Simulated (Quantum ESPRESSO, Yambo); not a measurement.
SnS$_{2}$ (CdI2 type, space group P-3m1, No. 164): static response along x against the Γ-centred k mesh (Yambo on LDA (Quantum ESPRESSO, PseudoDojo norm-conserving, 72 Ry, no spin-orbit coupling) bands; 55 bands, 4 Ry block). The smallest direct LDA gap is 1.71 eV. Axes are Cartesian, with cell vectors (Å) (3.67, 0.00, 0.00), (-1.84, 3.18, 0.00), (0.00, 0.00, 6.23).

```
k mesh  ε(0), independent particles  ε(0), RPA with local fields
------  ---------------------------  ---------------------------
3×3×2                          15.0                         13.8
6×6×2                          9.61                         8.67
9×9×4                             ?                            ?
```

Task: What does the densest mesh give?

Result: 
- 9×9×4, ε(0), independent particles: 9.08
- 9×9×4, ε(0), RPA with local fields: 8.16

The last step changes the RPA value by 6.3 %: not yet converged. Electronic response only; costs are rough.

Geometry of the Materials Project entry, not relaxed at this level; primitive cell a = b = 3.6743 Å, c = 6.2288 Å, α = β = 90.00°, γ = 120.00°.

The distance between layers or molecules is the database entry's, not relaxed here. Functionals without dispersion can leave it too large, which widens gaps and weakens the response across layers: the numbers belong to this cell.
